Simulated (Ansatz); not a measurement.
## 5 guesses for HfTe₂W₂ and where they end

Level of theory: Ansatz, DFT PBE, scalar-relativistic, plane waves, PAW. Settings: cutoff 420 eV, Γ-centred meshes spaced at most about 0.3 Å⁻¹, and about 0.25 Å⁻¹ or finer for metals (2π included), Gaussian smearing. No spin polarisation in the final relaxations.

Each guess was relaxed in cell and atoms at zero pressure, within the symmetry of its start. All energies are static (0 K, no zero-point motion). Coordination counts Te atoms around Hf and W (those within 1.25 times the shortest such distance or 1.15 times the sum of covalent radii; the shortest distance is added where it is long for a bond).

| guess | made from | start group | V start (Å³/atom) | end group | V end (Å³/atom) | coordination at the end | gap on mesh (eV) | E over the lowest end (meV/atom) |
| --- | --- | --- | --- | --- | --- | --- | --- | --- |
| 1 | random cell | P4mm | 28.6 | P4mm | 23.8 | Hf 4, W 1 | 0 | 625 |
| 2 | CeMg2Si2 type | P4/mmm | 27.1 | P4/mmm | 22.8 | Hf 8, W 4 | 0 | 569 |
| 3 | random cell | P-3m1 | 24.3 | P-3m1 | 25.0 | Hf 2 from 4.2 Å, W 3 | 0 | 0 |
| 4 | SrAl2Ge2 type | P-3m1 | 28.5 | P-3m1 | 27.1 | Hf 6, W 4 | 0 | 229 |
| 5 | EuSi2Au2 type | I4/mmm | 23.5 | ? | ? | ? | ? | ? |

Guess 5 as it starts:

```
Hf Te W
1.0
    -2.32760    2.32760    5.41481
     2.32760   -2.32760    5.41481
     2.32760    2.32760   -5.41481
Hf Te W
1 2 2
Direct
  0.00000 0.00000 0.00000
  0.75000 0.25000 0.50000
  0.25000 0.75000 0.50000
  0.61529 0.61529 0.00000
  0.38471 0.38471 0.00000
```

Problem. Predict the end of this guess and its energy over the lowest end.

Solution. It ends in space group I4/mmm (No. 139), with a = 4.886 Å, c = 9.448 Å, 22.6 Å³/atom and no gap. It lies 0.47 eV/atom over the lowest end, above guess 4 and below guess 2. Counting Te atoms around Hf and W, this end has Hf 8, W 4 and the lowest (guess 3) has Hf 2 from 4.2 Å, W 3.

```
Hf Te W
1.0
    -2.44321    2.44321    4.72418
     2.44321   -2.44321    4.72418
     2.44321    2.44321   -4.72418
Hf Te W
1 2 2
Direct
  0.00000 0.00000 0.00000
  0.75000 0.25000 0.50000
  0.25000 0.75000 0.50000
  0.62481 0.62481 0.00000
  0.37519 0.37519 0.00000
```

Formation energies are uncorrected and refer to the elements' standard structures at the same level.

Problem. Is the lowest end bound against the elements?

Solution. No: its formation energy is +0.27 eV/atom. A positive value: parting into the elements would lower its energy.

No dispersion correction is applied, so the spacing and binding between layers, chains or molecules are poorly described (P-3m1 at 25.0 Å³/atom, P-3m1 at 27.1 Å³/atom), and this can change margins and order among such cells. These runs have no spin–orbit coupling, which can matter for Hf, Te and W. The reference form of Te is held partly by dispersion forces, which this level lacks. Cells relaxed within their symmetry can be saddle points. A lower structure may well exist outside this small set. Some candidate types were left out of the draw beforehand, so a known form may be missing.
